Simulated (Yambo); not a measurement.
G0W0@LDA for NaAlS2O8 (space group C2/m, No. 12) in Yambo. Reference settings: 2×2×2 Γ-centred k mesh, bands 2 to 222 and a 7 Ry block in the screening, 222 bands in G with the Bruneval-Gonze terminator, plasmon pole fitted at 27.2 eV. The LDA gap (-0.5, -0.5, 0) → Γ on this mesh is 5.40 eV; G0W0 gaps are taken between the same points.

With and without the terminator, as bands are cut:

```tsv
bands in G (in W)	gap, terminator (eV)	gap, none (eV)	valence shift, terminator (eV)	valence shift, none (eV)
63 (63)	9.262	9.189	-1.542	-1.146
91 (91)	8.806	8.708	-1.475	-1.094
129 (129)	8.639	8.523	-1.511	-1.170
175 (175)	8.580	8.488	-1.565	-1.286
222 (222)	8.557	8.487	-1.597	-1.370
```

Over this range the gap spans 0.705 eV with the terminator and 0.702 eV without, the valence shift 0.122 eV and 0.276 eV. Neither column has reached its limit for certain.

Geometry of the Materials Project entry, not relaxed at this level; primitive cell a = b = 4.711 Å, c = 7.309 Å, α = β = 92.54°, γ = 65.06°.

The structure is a Materials Project entry; no match was found in the copy of COD used, and its stability was not checked.

A shift is the quasiparticle energy of the state minus its LDA energy.
